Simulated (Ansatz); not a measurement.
BaF₂ (fluorite)

```
CELL_PARAMETERS angstrom
      0.00000     3.09737     3.09737
      3.09737     0.00000     3.09737
      3.09737     3.09737     0.00000
ATOMIC_POSITIONS crystal
  Ba 0.00000 0.00000 0.00000
  F  0.25000 0.25000 0.25000
  F  0.75000 0.75000 0.75000
```

The slice is a {100} plane (indices of the conventional cell) through the point (0.750, 0.750, 0.750) (fractional), spanned by u = [100] and v = [0 1 -1] in vectors of this cell: u (4.38 Å) and v (4.38 Å, at 90° to u). It covers one period; positions are fractions (u, v).

These are r2SCAN (plane waves to 500 eV, PAW, scalar-relativistic; Ansatz, a first-principles code) values and carry that method's errors. k mesh 9×9×9. These are valence fields of a PAW run, semicore shells included where kept as valence: close to a nucleus they are smooth pseudo fields. BaF2 was relaxed with its symmetry unable to fall.

Question: Sketch the electrostatic potential energy of an electron, from the cell's mean on this plane as a map.

Answer: 
```
|xxxxx86420002468xxxx|
|xxxxx87532123578xxxx|
|xxxx9976544456799xxx|
|xxx999877666778999xx|
|88899999888889999988|
|66778999xxxxx9998776|
|4456799xxxxxxx997654|
|123578xxxxxxxxx87532|
|002468xxxxxxxxx86420|
|001368xxxxxxxxx86310|
|002468xxxxxxxxx86420|
|123578xxxxxxxxx87532|
|4456799xxxxxxx997654|
|66778999xxxxx9998776|
|88899999888889999988|
|xxx999877666778999xx|
|xxxx9976544456799xxx|
|xxxxx87532123578xxxx|
|xxxxx86420002468xxxx|
|xxxxx86310001368xxxx|
```
Scale: ten equal steps from 2.17 (start of '0') to 6.55 (end of '9'), in the order '0123456789'. Values: electrostatic potential energy of an electron, from the cell's mean, in eV. The map has 20 points along u (one character each, u = 0 at the left) and 20 along v (v = 0 in the bottom row). Points within 1 Å of a nucleus are blanked (x), as the pseudised field means little there. The zero, the cell's mean, hangs on the PAW cores.
